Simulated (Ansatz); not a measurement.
CeO₂ (fluorite, Fm-3m) at seven volumes, the program Ansatz at the PBEsol level (PAW), scaled uniformly. One row is withheld.

```tsv
V (Å³/atom)	P (GPa)
11.932	22.26
12.325	13.60
12.718	6.25
13.112	0.00
13.505	?
13.898	-9.81
14.292	-13.62
```

**Question.** Fit the shown pressures and predict the withheld one.

**Answer.** Third-order Birch–Murnaghan: P = (3/2)B₀(x^(7/2) − x^(5/2))[1 + (3/4)(B′ − 4)(x − 1)] with x = (V₀/V)^(2/3). Least squares on the six rows gives V₀ = 13.112 Å³/atom, B₀ = 191.4 GPa, B′ = 4.44. At V = 13.505, x = 0.9805 and P = -5.29 GPa. The run itself gave -5.31 GPa.

Symmetry was held in the PBEsol relaxation. The run is not spin-polarised. The 4f shell is in the valence. No Hubbard U is applied. Spin–orbit coupling is left out wherever it is not named.

Potentials: the earlier of the program's two PAW sets. The files were generated under PBE; for other functionals the program regenerates the frozen cores, and for LDA and PBEsol the local potential too.
